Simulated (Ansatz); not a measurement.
VSi$_{2}$:
Space group P6₂22 (No. 180); a = b = 4.5300 Å, c = 6.3255 Å, α = β = 90.00°, γ = 120.00°

| atom | site | symmetry | x | y | z |
|---|---|---|---|---|---|
| V | 3d | 222 | 0.5000 | 0.0000 | 0.5000 |
| Si | 6j | ..2 | 0.3250 | 0.1625 | 0.1667 |

Relaxed at zero pressure with DFT-r²SCAN in the program Ansatz with PAW potentials.

Q: The volume is raised by 9 % and shape and atoms relax at that volume. What pressure results, and how do the axes share the change?

A: -13.3 GPa; a 3.2 %, b 3.2 %, c 2.3 %; the energy rises by 51 meV/atom.

Q: Give the new structure.

A: 
Space group P6₂22 (No. 180); a = b = 4.6753 Å, c = 6.4728 Å, α = β = 90.00°, γ = 120.00°

```tsv
atom	site	symmetry	x	y	z
V	3d	222	0.5000	0.0000	0.5000
Si	6j	..2	0.3237	0.1618	0.1667
```

The phase is kept; no other phase was compared at this pressure.

Space group P6_222. The cell was relaxed with r²SCAN under the symmetry of its start; of distortions, only those at the zone centre were tested. The run is not spin-polarised.

Potentials: the later of the program's two PAW sets.
